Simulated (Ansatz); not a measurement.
Cd4TeSe3 in space group Pmm2 (No. 25; Pearson symbol oP8), the program Ansatz at the r²SCAN level (PAW). The conduction-band minimum lies at Γ, with 1 equivalent valley. Second derivatives d²E/dk² of the lowest band at one valley (eV·Å²), along Cartesian directions:

```csv
direction,d²E/dk²
[100],86.82
[010],84.36
[001],84.53
[110],85.66
[101],85.63
[011],84.40
```

Question: Find the principal effective masses, the density-of-states mass and the conductivity mass.

Answer: Off-diagonal terms follow from H_xy = H[110] − (H_xx + H_yy)/2, and m*/mₑ = 7.620 eV·Å² over each eigenvalue: 0.088, 0.090, 0.090. One valley's DOS mass (m₁m₂m₃)^(1/3) = 0.089, conductivity mass 3/(Σ 1/mᵢ) = 0.089 mₑ.

Question: What effective density of states Nc follows at 300 K for parabolic valleys?

Answer: Nc = 2.509e19 × 1 × (0.089)^(3/2) ≈ 6.7e17 cm⁻³.

The workflow started from a Materials Project entry (that database holds measured and hypothetical structures alike); the Crystallography Open Database copy checked does not list it. Its standing as an ambient phase is unchecked. The r²SCAN relaxation kept the symmetry of its start; whether a distortion lowers the energy is not shown. Scalar-relativistic: spin–orbit coupling is off unless named, which matters more the heavier the elements.

Potentials: the later of the program's two PAW sets.

Edges and masses are those of Kohn–Sham bands, whose gap is no quasiparticle gap.
